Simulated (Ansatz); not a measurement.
Computed frozen-phonon scan: InP (zinc blende)

Relaxed InP (zinc blende):

```
CELL_PARAMETERS angstrom
      0.00000     5.95953     5.95953
      2.97977     0.00000     2.97977
      2.97977     2.97977     0.00000
ATOMIC_POSITIONS crystal
  P  0.37500 0.75000 0.75000
  P  0.87500 0.75000 0.75000
  In 0.00000 0.00000 0.00000
  In 0.50000 0.00000 0.00000
```

A phonon eigenvector at L = (0.5, 0.0, 0.0) is frozen into this cell: atom i moves by Q times the vector below, so Q is the largest atomic displacement, in Å. The cell is held. (q is in reciprocal vectors of the primitive cell; the cell shown is doubled to hold the pattern.)

```json
[
 {"atom": "P1", "x": "-0.134", "y": "0.134", "z": "0.134"},
 {"atom": "P2", "x": "0.134", "y": "-0.134", "z": "-0.134"},
 {"atom": "In3", "x": "-0.577", "y": "0.577", "z": "0.577"},
 {"atom": "In4", "x": "0.577", "y": "-0.577", "z": "-0.577"}
]
```

All values below come from PBE (plane waves to 420 eV, PAW, scalar-relativistic; Ansatz, a first-principles code). k mesh 5×10×10 (Γ-centred), Fermi-Dirac smearing 0.05 eV. E stands for the smeared free energy. Compression counts positive. InP was relaxed with its symmetry unable to fall. The zero of ΔE is the undisplaced structure.

| Q (Å) | ΔE (meV/cell) | −dE/dQ from forces (eV/Å) | P (GPa) |
|---|---|---|---|
| -0.100 | 106.5 | 2.126 | 0.18 |
| -0.083 | 74.0 | 1.774 | 0.12 |
| -0.067 | 47.4 | 1.420 | 0.08 |
| -0.050 | 26.6 | 1.066 | 0.04 |
| -0.033 | 11.8 | 0.711 | 0.02 |
| -0.017 | 3.0 | 0.355 | 0.00 |
| 0.000 | 0.0 | 0.000 | 0.00 |
| 0.017 | 3.0 | -0.355 | 0.00 |
| 0.033 | 11.8 | -0.711 | 0.02 |
| 0.050 | 26.6 | -1.066 | 0.04 |
| 0.067 | 47.4 | -1.420 | 0.08 |
| 0.083 | 74.0 | -1.774 | 0.12 |
| 0.100 | 106.5 | -2.126 | 0.18 |

Key numbers:

```
Quantity                                                                                                             Result
-----------------------------------------------------------  --------------------------------------------------------------
Energy at Q = 0.100 Å                                                                                        106.5 meV/cell
Space group of the distorted cell                                                         R3m (No. 160), lowered from F-43m
Symmetry of the curve                                                                         even: the same for both signs
Shape of the curve                                           a single well with its minimum at or next to zero displacement
Harmonic wavenumber from the curvature (finite differences)                                                        158 cm⁻¹
Wavenumber by perturbation theory (DFPT, on another k mesh)                                                        158 cm⁻¹
```

The 13 points together took around 5 core-minutes (rough).

(For displaced atoms, the force is minus the slope of the energy, and its curvature is a force constant, which sets phonon frequencies.)
